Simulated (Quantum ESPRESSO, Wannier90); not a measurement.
# Wannierisation of FeS$_{2}$ (Pnnm)

```yaml
crystal:
  lattice:
    - [4.42562, 0.00000, 0.00000]
    - [0.00000, 5.39653, 0.00000]
    - [0.00000, 0.00000, 3.37770]
  atoms:
    - { symbol: Fe, position: [0.50000, 0.50000, 0.50000] }
    - { symbol: Fe, position: [0.00000, 0.00000, 0.00000] }
    - { symbol: S, position: [0.29959, 0.87818, 0.50000] }
    - { symbol: S, position: [0.70041, 0.12182, 0.50000] }
    - { symbol: S, position: [0.79959, 0.62182, 0.00000] }
    - { symbol: S, position: [0.20041, 0.37818, 0.00000] }
```

Materials Project entry mp-1522; symmetrised, unrelaxed at this level. COD (Crystallography Open Database) has the formula in 4 space groups, this one among them (matched by group alone). Method: PBEsol plane waves in Quantum ESPRESSO 7.5 (PseudoDojo norm-conserving files, 72 Ry, no spin polarisation, no spin-orbit coupling), Bloch states on a 8×6×10 mesh through Γ, Wannier90 4.0.1. Density: 8×6×10 mesh, cold smearing 0.01 Ry. A non-magnetic state is assumed, with no Hubbard U; filled 3d bands tend to lie too high at this level.

Base run: 22 functions from bands 13-50 of the 50 computed, start hydrogen-like Fe: d; S: p, frozen window up to 2.24 eV relative to the valence-band maximum, outer window open. One setting was then changed (edges relative to the valence-band maximum; misfit to pw.x on a path, for states up to 1.7 eV relative to the valence-band maximum).

```tsv
run	Ω_I (Å²)	rms misfit (meV)	worst (meV)
base	28.82	0.6	5.3
changed	26.71	45	408
```

Task: Which change was made?
A. only the lowest 24 of the kept bands
B. no frozen window
C. outer window to 5.66 eV
D. frozen window to 1.24 eV

Result: D, frozen window to 1.24 eV. The others give:

```
run                                   Ω_I (Å²)  rms misfit (meV)  worst (meV)
------------------------------------  --------  ----------------  -----------
no frozen window                         21.37               453         1408
outer window to 5.66 eV                  29.99               0.5          4.9
only the lowest 24 of the kept bands     29.71               0.4          3.3
```
